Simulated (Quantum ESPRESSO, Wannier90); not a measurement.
**Wannierisation of TlBr (CsCl type)**

```xyz
2
Lattice="3.9999 0.0000 0.0000 0.0000 3.9999 0.0000 0.0000 0.0000 3.9999" Properties=species:S:1:pos:R:3 pbc="T T T"
Tl     0.0000     0.0000     0.0000
Br     2.0000     2.0000     2.0000
```

Materials Project entry mp-22875; symmetrised, unrelaxed at this level. COD (Crystallography Open Database) has an entry of this formula and space group (matched by these alone). Computed values, not measurements, from PBE: Quantum ESPRESSO (norm-conserving PseudoDojo potentials, cutoff 49 Ry, no spin polarisation, no spin-orbit coupling) on a Γ-centred 8×8×8 mesh, then Wannier90. Density: 8×8×8 mesh, cold smearing 0.01 Ry. Spin-orbit coupling is left out although heavy elements are present.

A tight-binding model is made by disentanglement and projection with no localisation steps (num_iter = 0), so the 8 orbitals stay atom-like: hydrogen-like Tl: s;p; Br: s;p, axes along x, y, z; frozen window up to 3.40 eV relative to the valence-band maximum. It follows pw.x to 3.2 meV rms for states up to 2.9 eV relative to the valence-band maximum. Matrix elements depend on this choice of orbitals and windows. Bands 2–6 (Tl 5d 100 %) lie between the kept ones and are excluded.

Problem. What are the on-site energies relative to the valence-band maximum, and how fast do the hoppings decay?

Solution. 
| atom | orbitals | energy (eV) |
|---|---|---|
| Tl1 | s | -3.64 |
| Tl1 | pz px py | 4.38 |
| Br2 | s | -13.29 |
| Br2 | pz px py | -1.14 |

```tsv
distance of the centres (Å)	largest modulus (eV)
3–4	0.94
5–6	0.049
6–7	0.082
7–8	0.083
8–9	0.0043
9–10	0.011
10–11	0.0058
11–12	0.0038
12–13	0.0034
```
